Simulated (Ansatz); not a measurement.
Starting cell, C (graphite type, space group P6_3/mmc):

```xyz
4
Lattice="2.4552 0.0000 0.0000 -1.2276 2.1263 0.0000 0.0000 0.0000 6.6705" Properties=species:S:1:pos:R:3 pbc="T T T"
C      0.0000     0.0000     1.6676
C      0.0000     0.0000     5.0029
C      0.0000     1.4175     1.6676
C      1.2276     0.7088     5.0029
```

In each cell atom 2 (C, nearest neighbour C at 1.418 Å; its periodic images, 2.5 Å or more away, move with it) moves by s·(-0.866, 0.500, 0.000) (towards the nearest neighbour), the rest being held.

Computed with r2SCAN+rVV10 (plane waves to 500 eV, PAW, scalar-relativistic; Ansatz, a first-principles code). k mesh 12×12×4 (Γ-centred), Fermi-Dirac smearing 0.05 eV. Energies are smeared free energies. Left out: 1 of 11 points, with atoms too close for the PAW data. With partly filled bands, energies and forces of such displacements shift with the k mesh and the smearing. C was relaxed with its symmetry unable to fall. The PAW data are Ansatz's earlier set. ΔE is measured from the undisplaced structure. The last digit holds for this mesh only.

```
s (Å)   ΔE (meV/cell)
------  -------------
-0.280         1606.5
-0.224         1136.7
-0.168          684.6
-0.112          319.0
-0.056           82.5
0.000             0.0
0.056            90.2
0.112           382.4
0.168           904.0
0.224          1666.4
```

Problem. What force constant k = d²E/ds² at s = 0 does the table give?

Solution. 55 eV/Å². It is the second difference of the nearest points, corrected with the next pair.

Problem. With k = 55.49 eV/Å² from the forces, is the well harmonic out to s = 0.224 Å?

Solution. ½ks² = 1392 meV/cell against the computed 1666 meV/cell, so the well is stiffer than harmonic there.

(For displaced atoms, the force is minus the slope of the energy, and its curvature is a force constant, which sets phonon frequencies.)
